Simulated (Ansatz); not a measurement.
Bi2SnTe3:
```xyz
6
Lattice="4.7396 0.0000 0.0000 -2.3698 4.1046 0.0000 0.0000 0.0000 9.7870" Properties=species:S:1:pos:R:3 pbc="T T T"
Te     0.0000     2.7364     6.5023
Bi     2.3698     1.3682     8.1287
Te     0.0000     0.0000     0.0000
Bi     0.0000     2.7364     1.6583
Te     2.3698     1.3682     3.2847
Sn     0.0000     0.0000     4.8935
```

This is the PBE+D3(BJ)-relaxed structure.

Task: All from plane-wave PAW PBE+D3(BJ) (Ansatz code), unless another level is named. Give the electronic character.

Result: metallic (no gap).

Task: And the density of states at the Fermi level?

Result: 0.54 states/eV per atom (mean over ±0.08 eV).

Task: What about the gap with spin–orbit coupling?

Result: none (metallic).

Space group P-3m1. A made-up cell: these elements were put on the sites of a structure type; neither database checked (COD, Materials Project) lists it. Its standing as an ambient phase is unchecked. Symmetry was held in the PBE+D3(BJ) relaxation; of distortions, only those at the zone centre were tested. Scalar-relativistic: spin–orbit coupling is off unless named, which matters more the heavier the elements.

Potentials: the later of the program's two PAW sets.
